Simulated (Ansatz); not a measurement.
Magnetic order of NaFeF₃ at several levels

```xyz
10
Lattice="1.5689 -5.1044 0.0000 1.5689 5.1044 0.0000 0.0000 0.0000 7.4588" Properties=species:S:1:pos:R:3 pbc="T T T"
Na    1.5689    2.5083    1.8647
Na    1.5689   -2.5083    5.5941
Fe    0.0000    0.0000    0.0000
Fe    0.0000    0.0000    3.7294
F     1.5689   -4.2448    1.8647
F     1.5689    4.2448    5.5941
F     1.5689    1.3047    7.0388
F     1.5689   -1.3047    3.3094
F     1.5689   -1.3047    0.4199
F     1.5689    1.3047    4.1493
```

The same starts (parallel, antiparallel patterns that fit this cell, and no moments) were run with plane-wave PAW DFT (Ansatz 0.2.0; atoms fixed, collinear spin, no spin-orbit coupling; 7×7×3 Γ-centred mesh, fermi-dirac occupations of width 0.050 eV) at these levels: r2SCAN, 500 eV; r2SCAN with U_eff = 3.1 eV on Fe d (all-electron-ortho-atomic projectors), 500 eV.

Task: Which order does each level favour, and how strongly?

Result: The runs give, at zero smearing:

```csv
level,lowest state,mean moment on Fe (μB),parallel less best compensated antiparallel (meV per Fe),gain over no moments (meV per Fe)
r2SCAN,"antiparallel, compensated",3.46,+14,1840
r2SCAN + U,"antiparallel, compensated",3.49,+8,2095
```

Site moments are taken in small spheres that don't touch (radius about 0.4 of the atom's shortest bond), so those of the magnetic atoms read low. Both levels favour antiparallel moments: the difference runs from +8 to +14 meV per Fe. The U weakens the coupling, as expected where exchange goes by hopping and scales with the inverse of the on-site repulsion.

The cell is that of a Crystallography Open Database entry, unchanged.

Caveats: only orders that fit this cell were tried, so the true order may need a larger cell or canted moments; atoms and cell are held at the entry's values; differences under about 5 meV per magnetic atom weren't tested against a denser mesh or another U, and are taken as unresolved; the U is a value in common use, not computed for this crystal; the state without moments isn't the paramagnet, so the last column is no ordering energy, and a U inflates it; the nearest magnetic pairs stand parallel in every state found, so their coupling isn't measured.
